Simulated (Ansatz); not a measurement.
## What a change of settings does: CdTe

First run: DFT, PBE, PAW with Ansatz's default frozen-core files, scalar-relativistic (Ansatz 0.2.0).

Command: `ansatz run input.yaml --threads 1 --pin off --max-ram 2048MiB --backend cpu --events-out ev --progress --plain --runs-dir out` It took 4.8 s on 1 thread of AMD EPYC 9R14 (Zen 4), with other jobs on the host, peak memory 0.49 GiB.

```yaml
crystal:
  lattice:
    - [0.0, 2.91193575, 2.91193575]
    - [2.91193575, 0.0, 2.91193575]
    - [2.91193575, 2.91193575, 0.0]
  atoms:
    - { symbol: Cd, position: [0.0, 0.0, 0.0] }
    - { symbol: Te, position: [0.25, 0.25, 0.25] }
kpoints:
  mp_grid: { grid: [10, 10, 10] }
  band_path:
    path:
      - [0.0, 0.0, 0.0]
      - [-0.5, -0.5, 0.0]
      - [-0.375, -0.375, 0.25]
      - [-0.375, 0.0, 0.375]
      - [0.0, 0.0, 0.0]
      - [0.0, 0.0, 0.5]
      - [-0.5, -0.25, 0.25]
      - [-0.5, -0.5, 0.0]
    npoints: 6
scf:
  occupations: { method: fermi_dirac, width: 0.05 }
hamiltonian:
  xc: pbe
  pseudopotentials: { kind: paw }
output:
  forces: true
  stress: true
  eigenvalues: true
  efg: { contact_densities: true }
  populations: true
```

The base volume is that of a database entry, so it needn't be at zero pressure; the structure needn't be the stable phase, at rest or compressed.

This run: volume at 0.75 of the series' base cell.

It converges in 6 SCF iterations at a pressure of 33.6 GPa, cutoff 420 eV.

The input is then changed:

```diff
+  symmetry: { detect: false }
 kpoints:
   occupations: { method: fermi_dirac, width: 0.05 }
+  lower_state_search: light
 hamiltonian:
   populations: true
+  write_density: true
+  write_potential: true
+  elf: true
+  volumetric_format: npy
```

Question: What does the second run give?

Answer: It converges in 6 SCF iterations at a pressure of 33.6 GPa, cutoff 420 eV.
